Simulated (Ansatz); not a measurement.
KSrCl3 (cubic perovskite), relaxed with r2SCAN, was run in Ansatz under altered settings. All numbers are computed, without spin polarisation but where a row says otherwise.

```
K Sr Cl
1.0
     5.63620    0.00000    0.00000
     0.00000    5.63620    0.00000
     0.00000    0.00000    5.63620
K Sr Cl
1 1 3
Direct
  0.00000 0.00000 0.00000
  0.50000 0.50000 0.50000
  0.50000 0.50000 0.00000
  0.50000 0.00000 0.50000
  0.00000 0.50000 0.50000
```

The base run's other keys:
```yaml
kpoints:
  mp_grid: { grid: [4, 4, 4] }
hamiltonian:
  xc: r2scan
scf:
  occupations: { method: fixed }
  n_extra_bands: 5
```

It takes 6 iterations with 4553 plane waves at 500 eV and 10 k points, and leaves a mean stress of +0.01 GPa. The gap over this mesh is 5.187 eV. It ran on 4 threads of Arm Neoverse N1 (shared host).

Outcomes, with energy and stress as changes against the base:
```
                                    setting            outcome  ΔF (meV/atom)  Δ mean stress (GPa)  gap on the mesh (eV)  iterations  wall time
                         scf.mixing.ndim: 2          converged            0.0                 0.00                 5.187           6      4.5 s
hamiltonian.xc: pbesol (cutoff then 420 eV)          converged              –                -0.59                 4.414           6      1.8 s
     scf.occupations: methfessel_paxton 0.5          converged            0.0                 0.00                 5.187           6      4.5 s
                    basis.ecutrho_ratio: 12          converged            0.0                 0.00                 5.187           6      8.4 s
       scf.convergence.dr2_threshold: 1e-12          converged            0.0                 0.00                 5.187           9      5.5 s
                scf.occupations: cold 0.001          converged            0.0                 0.00                 5.187           6      4.6 s
           scf.occupations: fermi_dirac 0.5          converged           -1.3                +0.02                 5.189           6      4.6 s
                       scf.mixing.beta: 1.0          converged            0.0                 0.00                 5.187           6      4.5 s
                    hamiltonian.xc: mr2scan          converged              –                 0.00                 5.187           6      4.5 s
              scf.occupations: gaussian 0.2          converged            0.0                 0.00                 5.187           6      4.5 s
   hamiltonian.xc: lda (cutoff then 420 eV)          converged              –                -1.79                 4.110           6      1.6 s
                     basis.ecutrho_ratio: 2  converged, warned           -0.1                 0.00                 5.187           6      4.2 s
```
A dash marks a value that wasn't obtained or can't be compared. Stress is positive in compression. The base took 4.5 s.

- hamiltonian.xc: pbesol. The cutoff follows the functional, from 500 to 420 eV. The mean stress moves by -0.59 GPa and the gap on the mesh by -0.773 eV (to 4.414). It's another functional on the same cell, so totals aren't comparable.
- scf.occupations: fermi_dirac 0.5. The free energy moves by -1.3 meV an atom, the mean stress by +0.02 GPa and the gap on the mesh by +0.002 eV (to 5.189). The term −TS is -10.1 meV an atom. The width begins to be felt.
- hamiltonian.xc: lda. The cutoff follows the functional, from 500 to 420 eV. The mean stress moves by -1.79 GPa and the gap on the mesh by -1.077 eV (to 4.110). It's another functional on the same cell, so totals aren't comparable.
- basis.ecutrho_ratio: 2. Energy, stress and gap stay within 1 meV an atom, 0.1 GPa and 0.005 eV of the base. The result hardly depends on this setting here. Warned: cutoff below recommended.

Within 1 meV an atom, 0.1 GPa and 0.005 eV of the base stay: scf.mixing.ndim: 2; scf.occupations: methfessel_paxton 0.5; basis.ecutrho_ratio: 12; scf.convergence.dr2_threshold: 1e-12; scf.occupations: cold 0.001; scf.mixing.beta: 1.0; scf.occupations: gaussian 0.2; basis.ecutrho_ratio: 2.
